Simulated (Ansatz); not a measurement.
Nb5Si3 in space group I4/mcm (No. 140; Si on 4a, Nb on 16l, Nb on 4c, Si on 8h) at seven volumes, LDA in the plane-wave PAW code Ansatz, shape and atoms relaxed at each. One row is withheld.

```
V (Å³/atom)  P (GPa)
-----------  -------
14.146             ?
14.612         15.08
15.079          6.97
15.545          0.01
16.011         -5.96
16.478        -11.06
16.944        -15.41
```

**Question.** Fit the shown pressures and predict the withheld one.

**Answer.** P = (3/2)B₀(x^(7/2) − x^(5/2))[1 + (3/4)(B′ − 4)(x − 1)] with x = (V₀/V)^(2/3). Least squares on the six rows gives V₀ = 15.545 Å³/atom, B₀ = 214 GPa, B′ = 4.17. At V = 14.146, x = 1.0649 and P = 24.58 GPa. The run itself gave 24.51 GPa.

The workflow started from an entry of the Crystallography Open Database (COD), which files this formula under 2 space groups. Whether it is the stable phase at ambient conditions was not checked. The LDA relaxation kept the symmetry of its start; its stability against distortions is not shown here. No spin polarisation was allowed.

Potentials: the later of the program's two PAW sets.
